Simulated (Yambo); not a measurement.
GaN: sweep of GW parameters

G0W0@PBE for GaN (zinc blende, space group F-43m, No. 216) in Yambo. Reference settings: 6×6×6 Γ-centred k mesh, bands 5 to 146 and a 18 Ry block in the screening, 146 bands in G with the Bruneval-Gonze terminator, plasmon pole fitted at 27.2 eV. The PBE gap Γ → Γ on this mesh is 1.79 eV; G0W0 gaps are taken between the same points.

```
change from the reference                   G0W0 gap Γ → Γ (eV)  shift of the valence edge (eV)  rough Yambo cost
------------------------------------------  -------------------  ------------------------------  ----------------
reference settings                                         2.74                           -0.68                 1
51 bands in W, 51 bands in G                               2.78                           -0.54         about 1/5
91 bands in G                                              2.75                           -0.70                 –
wavefunctions cut at 30 Ry                                 2.62                           -0.42         about 1/3
exchange cut at 40 Ry                                      2.58                           -0.44                 –
exchange cut at 20 Ry                                      2.38                           -0.06                 –
30 bands in W, 30 bands in G, 7 Ry block                   2.76                           -0.30        about 1/20
51 bands in W, 51 bands in G, 3 Ry block                   2.42                           -0.18         about 1/9
112 bands in W, 112 bands in G, 3 Ry block                 2.37                           -0.21         about 1/4
77 bands in W, 77 bands in G, 14 Ry block                  2.75                           -0.58         about 1/4
7 Ry block                                                 2.65                           -0.48         about 1/3
3 Ry block                                                 2.36                           -0.21         about 1/3
pole fitted at 15 eV                                       2.70                           -0.54                 –
pole fitted at 40 eV                                       2.76                           -0.77                 –
51 bands in G, no terminator                               2.56                           -0.24                 –
```

The reference isn't shown to be the converged limit. Costs are rough (shared machines), scaled to the same edge states, and given only for runs that recompute the screening.

Spin-orbit splittings are left out.

Geometry relaxed with PBEsol; primitive cell a = 3.182 Å, b = 3.182 Å, c = 3.182 Å, α = 60.00°, β = 60.00°, γ = 60.00°.

This is not the ordinary phase of the substance; no match was found in the copy of COD used, and its stability was not checked.

A shift is the quasiparticle energy of the state minus its PBE energy.

The potentials are those of PseudoDojo's stringent table.
